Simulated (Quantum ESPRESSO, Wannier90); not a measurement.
# Tight-binding from DFT: HgO (P3₁21)

Materials Project entry mp-7826; symmetrised, unrelaxed at this level. Not found in the COD (Crystallography Open Database) copy used, which has the formula in other groups; not checked further. Method: PBEsol plane waves in Quantum ESPRESSO 7.5 (PseudoDojo norm-conserving files, 68 Ry, no spin polarisation, no spin-orbit coupling), Bloch states on a 6×6×4 mesh through Γ, Wannier90 4.0.1. Density: 12×12×4 mesh, Gaussian smearing 0.01 Ry. The cell is built of weakly bound layers, chains or molecules. Database cells relaxed without dispersion often hold them too far apart, which can enlarge gaps and weakens couplings between them; spacing and stacking were not compared with the measured crystal. Spin-orbit coupling is left out although heavy elements are present.

On the energy scale of pw.x, whose zero is arbitrary, the valence-band maximum lies at 10.03 eV.

Input w.win:

```
num_bands = 3
num_wann = 3
exclude_bands = 4-69
num_iter = 1000
conv_tol = 1.0e-6
conv_window = 4
write_hr = true
write_u_matrices = true
auto_projections = true
begin unit_cell_cart
ang
    3.6149899245    0.0000000000    0.0000000000
   -1.8074949622    3.1306731090    0.0000000000
    0.0000000000    0.0000000000    8.8353700000
end unit_cell_cart
begin atoms_frac
Hg   0.2402700000  0.2402700000  0.5000000000
Hg  -0.2402700000  0.0000000000 -0.1666666667
Hg  -0.0000000000 -0.2402700000  0.1666666667
O   -0.4593900000 -0.4593900000  0.0000000000
O    0.4593900000  0.0000000000  0.3333333333
O    0.0000000000  0.4593900000 -0.3333333333
end atoms_frac
mp_grid = 6 6 4
begin kpoints
0.0000000000 0.0000000000 0.0000000000
0.0000000000 0.0000000000 0.2500000000
0.0000000000 0.0000000000 0.5000000000
... (141 more lines: the 6x6x4 mesh through Gamma)
end kpoints
```

Input of pw2wannier90.x that gives the overlap and projection files (equivalent; here they were cut from one run over all bands):

```
&inputpp
  outdir = './out'
  prefix = 'pwscf'
  seedname = 'w'
  write_amn = .true.
  write_mmn = .true.
  atom_proj = .true.
  atom_proj_exclude = 2 3 4 5 6 7 8 9 10 12 13 14 15 16 17 18 19 20 22 23 24 25 26 27 28 29 30 31 32 33 34 35 36 37 38 39 40 41 42
/
```

Output w.wout (banner and timings cut):

```
                                    ------
                                    SYSTEM
                                    ------

                              Lattice Vectors (Ang)
                    a_1     3.614990   0.000000   0.000000
                    a_2    -1.807495   3.130673   0.000000
                    a_3     0.000000   0.000000   8.835370

                   Unit Cell Volume:      99.99299  (Ang^3)

                        Reciprocal-Space Vectors (Ang^-1)
                    b_1     1.738092   1.003488  -0.000000
                    b_2     0.000000   2.006976   0.000000
                    b_3     0.000000  -0.000000   0.711140

 *----------------------------------------------------------------------------*
 |   Site       Fractional Coordinate          Cartesian Coordinate (Ang)     |
 +----------------------------------------------------------------------------+
 | hg   1   0.24027   0.24027   0.50000   |    0.43429   0.75221   4.41768    |
 | hg   2  -0.24027   0.00000  -0.16667   |   -0.86857   0.00000  -1.47256    |
 | hg   3   0.00000  -0.24027   0.16667   |    0.43429  -0.75221   1.47256    |
 | o    1  -0.45939  -0.45939   0.00000   |   -0.83035  -1.43820   0.00000    |
 | o    2   0.45939   0.00000   0.33333   |    1.66069   0.00000   2.94512    |
 | o    3   0.00000   0.45939  -0.33333   |   -0.83035   1.43820  -2.94512    |
 *----------------------------------------------------------------------------*
                                ------------
                                K-POINT GRID
                                ------------

             Grid size =  6 x  6 x  4      Total points =  144

 *---------------------------------- MAIN ------------------------------------*
 |  Number of Wannier Functions               :                 3             |
 |  Number of Objective Wannier Functions     :                 3             |
 |  Number of input Bloch states              :                 3             |
 |  Output verbosity (1=low, 5=high)          :                 1             |
 |  Timing Level (1=low, 5=high)              :                 1             |
 |  Optimisation (0=memory, 3=speed)          :                 3             |
 |  Length Unit                               :               Ang             |
 |  Post-processing setup (write *.nnkp)      :                 F             |
 |  Using Gamma-only branch of algorithms     :                 F             |
 *----------------------------------------------------------------------------*
 *------------------------------- WANNIERISE ---------------------------------*
 |  Total number of iterations                :              1000             |
 |  Number of CG steps before reset           :                 5             |
 |  Trial step length for line search         :             2.000             |
 |  Convergence tolerence                     :         0.100E-05             |
 |  Convergence window                        :                 4             |
 |  Iterations between writing output         :                 1             |
 |  Iterations between backing up to disk     :               100             |
 |  Write r^2_nm to file                      :                 F             |
 |  Write xyz WF centres to file              :                 F             |
 |  Write on-site energies <0n|H|0n> to file  :                 F             |
 |  Use guiding centre to control phases      :                 F             |
 |  Use phases for initial projections        :                 F             |
 *----------------------------------------------------------------------------*
 *-------------------------------- PLOTTING ----------------------------------*
 |  Plotting Hamiltonian in WF basis          :                 T             |
 *----------------------------------------------------------------------------*

       ... (k-mesh section left out)

 Starting a new Wannier90 calculation ...

 Reading overlaps from w.mmn

 Reading projections from w.amn

 *------------------------------- WANNIERISE ---------------------------------*
 +--------------------------------------------------------------------+<-- CONV
 | Iter  Delta Spread     RMS Gradient      Spread (Ang^2)            |<-- CONV
 +--------------------------------------------------------------------+<-- CONV

 ------------------------------------------------------------------------------
 Initial State
  WF centre and spread    1  (  0.434330,  0.752281,  4.417685 )     0.23561880
  WF centre and spread    2  ( -0.868659,  0.000000, -1.472562 )     0.23561880
  WF centre and spread    3  (  0.434330, -0.752281,  1.472562 )     0.23561880
  Sum of centres and spreads (  0.000000,  0.000000,  4.417685 )     0.70685640

      0     0.707E+00     0.0000000000        0.7068564026  <-- CONV
        O_D=      0.0000000 O_OD=      0.0000000 O_TOT=      0.7068564 <-- SPRD
 ------------------------------------------------------------------------------
      1     0.000E+00     0.0000000124        0.7068564026  <-- CONV
        O_D=      0.0000000 O_OD=      0.0000000 O_TOT=      0.7068564 <-- SPRD
      2     0.000E+00     0.0000000124        0.7068564026  <-- CONV
        O_D=      0.0000000 O_OD=      0.0000000 O_TOT=      0.7068564 <-- SPRD
      3     0.000E+00     0.0000000123        0.7068564026  <-- CONV
        O_D=      0.0000000 O_OD=      0.0000000 O_TOT=      0.7068564 <-- SPRD
      4     0.000E+00     0.0000000123        0.7068564026  <-- CONV
        O_D=      0.0000000 O_OD=      0.0000000 O_TOT=      0.7068564 <-- SPRD
             <<<     Delta < 1.000E-06  over  4 iterations     >>>
             <<< Wannierisation convergence criteria satisfied >>>
 Final State
  WF centre and spread    1  (  0.434330,  0.752281,  4.417685 )     0.23561880
  WF centre and spread    2  ( -0.868659,  0.000000, -1.472562 )     0.23561880
  WF centre and spread    3  (  0.434330, -0.752281,  1.472562 )     0.23561880
  Sum of centres and spreads (  0.000000,  0.000000,  4.417685 )     0.70685640

         Spreads (Ang^2)       Omega I      =     0.706856403
        ================       Omega D      =     0.000000000
                               Omega OD     =     0.000000000
    Final Spread (Ang^2)       Omega Total  =     0.706856403
```
